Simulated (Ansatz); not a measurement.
Given:

TaN3:
```cif
data_N3Ta
_chemical_formula_sum 'Ta1 N3'
_space_group_name_H-M_alt 'P 1'
_space_group_IT_number 1
_cell_length_a 4.07353
_cell_length_b 4.07353
_cell_length_c 4.07353
_cell_angle_alpha 90.000
_cell_angle_beta 90.000
_cell_angle_gamma 90.000
loop_
_space_group_symop_operation_xyz
  'x, y, z'
loop_
_atom_site_label
_atom_site_type_symbol
_atom_site_fract_x
_atom_site_fract_y
_atom_site_fract_z
_atom_site_occupancy
Ta1 Ta 0.00000 0.00000 0.00000 1
N1 N 0.00000 0.50000 0.00000 1
N2 N 0.50000 0.00000 0.00000 1
N3 N 0.00000 0.00000 0.50000 1
```

This is the PBE-relaxed structure.

**Question.** All from DFT-PBE in the program Ansatz with PAW potentials, unless another level is named. Give the electronic character.

**Answer.** metallic (no gap).

**Question.** What about the formation energy from the elements (no fitted shifts)?

**Answer.** 1.08 eV/atom.

**Question.** And the density of states at the Fermi level?

**Answer.** 1.2 states/eV per atom (mean over ±0.08 eV).

**Question.** What about the gap with spin–orbit coupling?

**Answer.** none (metallic).

Space group Pm-3m (ReO3 type). The start of the workflow was typed in or built on a structure type; neither database checked (COD, Materials Project) lists it. Its standing as an ambient phase is unchecked. The PBE relaxation kept the symmetry of its start; whether a distortion lowers the energy is not shown. No spin polarisation was allowed. Its formation energy is positive at this level, so the cell may be metastable or incomplete. The references are the lowest solids computed at this level, not always the standard phases (solids in place of the gases). Scalar-relativistic: spin–orbit coupling is off unless named, which matters more the heavier the elements.

Potentials: the earlier of the program's two PAW sets.
